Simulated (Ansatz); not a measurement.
Values for one crystal, relaxed and computed with PBEsol (plane waves, PAW; program Ansatz); other levels are named.

```yaml
volume_per_atom: 17.59 Å³
electronic_character: metallic (no gap)
zone_centre_stability: no imaginary mode at Γ
Gap with spin–orbit coupling: none (metallic)
Formation energy from the elements (no fitted shifts): -1.08 eV/atom
Density of states at the Fermi level: 0.08 states/eV per atom (mean over ±0.08 eV)
highest_zone_centre_frequency: 333 cm⁻¹
```

Question: Which of these materials gives this?
A) HfSiSe, P4/nmm (Hf on 2c, Si on 2a, Se on 2c)
B) SiRh, CsCl type
C) HfC, NiAs type
D) SnTePbSe, P4/mmm (Sn on 1d, Te on 1c, Pb on 1a, Se on 1b)

Answer: A, HfSiSe, P4/nmm (Hf on 2c, Si on 2a, Se on 2c)

The workflow started from a Materials Project entry (that database holds measured and hypothetical structures alike); the Crystallography Open Database files this formula in space group No. 129, but the cells were not matched. Its standing as an ambient phase is unchecked. Symmetry was held in the PBEsol relaxation. No spin polarisation was allowed. As this level gives no gap, phonon frequencies hold no LO–TO term and depend on the k-mesh and smearing (Fermi–Dirac, 0.1 eV here). The references are the lowest solids computed at this level, not always the standard phases. Spin–orbit coupling is left out wherever it is not named.

Potentials: the later of the program's two PAW sets.
